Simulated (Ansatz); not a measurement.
# Perovskite alloy of SrTiO3 and BaTiO3 (10 of 27 Sr sites exchanged), 135 atoms

Ansatz, PAW, plane waves. PBEsol relaxation of volume and atoms (shape held) at the single k point (½, ½, ½); single points on the relaxed atoms at the Γ point alone, onto which points of the small cell's zone fold. Arrangement: quasirandom. No spin–orbit coupling unless named.

Relaxed cell: a = 11.759 Å, b = 11.759 Å, c = 11.759 Å, α = 90.00°, β = 90.00°, γ = 90.00°.

Mean bond lengths: Ba–O 2.794 Å; O–Sr 2.759 Å; O–Ti 1.960 Å.

(1) What gap lies between the top filled and the lowest empty level in the single points?

## Answers

(1) HSE06 3.51 eV (67 s on NVIDIA GB200).
